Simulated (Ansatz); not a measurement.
PbS (rock salt, space group No. 225), PBE+D3(BJ) (plane waves, PAW; program Ansatz). The conduction-band minimum lies at L, with 4 equivalent valleys. Second derivatives d²E/dk² of the lowest band at one valley (eV·Å²), along Cartesian directions:

```tsv
direction	d²E/dk²
[100]	54.06
[010]	54.06
[001]	54.06
[110]	59.39
[101]	48.84
[011]	48.84
```

Question: Find the principal effective masses, the density-of-states mass and the conductivity mass.

Answer: Off-diagonal terms follow from H_xy = H[110] − (H_xx + H_yy)/2, and m*/mₑ = 7.620 eV·Å² over each eigenvalue: 0.12, 0.16, 0.16. One valley's DOS mass (m₁m₂m₃)^(1/3) = 0.14, conductivity mass 3/(Σ 1/mᵢ) = 0.14 mₑ.

Question: What effective density of states Nc follows at 300 K for parabolic valleys?

Answer: Nc = 2.509e19 × 4 × (0.14)^(3/2) ≈ 5.3e18 cm⁻³.

Space group Fm-3m (rock salt). The cell was relaxed with PBE+D3(BJ) under the symmetry of its start. Scalar-relativistic: spin–orbit coupling is off unless named, which matters more the heavier the elements.

Potentials: the later of the program's two PAW sets.

Edges and masses are those of Kohn–Sham bands, whose gap is no quasiparticle gap.
